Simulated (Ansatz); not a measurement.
Relaxed MgS (rock salt):

```yaml
crystal:
  lattice:
    - [0.00000, 2.60155, 2.60155]
    - [2.60155, 0.00000, 2.60155]
    - [2.60155, 2.60155, 0.00000]
  atoms:
    - { symbol: S, position: [0.00000, 0.00000, 0.00000] }
    - { symbol: Mg, position: [0.50000, 0.50000, 0.50000] }
```

All values below come from r2SCAN (plane waves to 500 eV, PAW, scalar-relativistic; Ansatz, an electronic-structure program). k mesh 9×9×9 (Γ-centred), Fermi-Dirac smearing 0.05 eV. MgS was relaxed with its symmetry unable to fall.

One atom of the cell was then moved (with its periodic images), all else fixed, and the forces (eV/Å) came out as:

```csv
atom,Fx,Fy,Fz
S1,-0.406,-0.406,0.706
Mg2,0.406,0.406,-0.706
```

With two atoms only their relative shift counts; take S1 as fixed.

Q: Which atom was moved, and by which vector (Å)?

A: Mg2, by (-0.15, -0.15, 0.22), 0.31 Å in all.

(For displaced atoms, the force is minus the slope of the energy, and its curvature is a force constant, which sets phonon frequencies.)
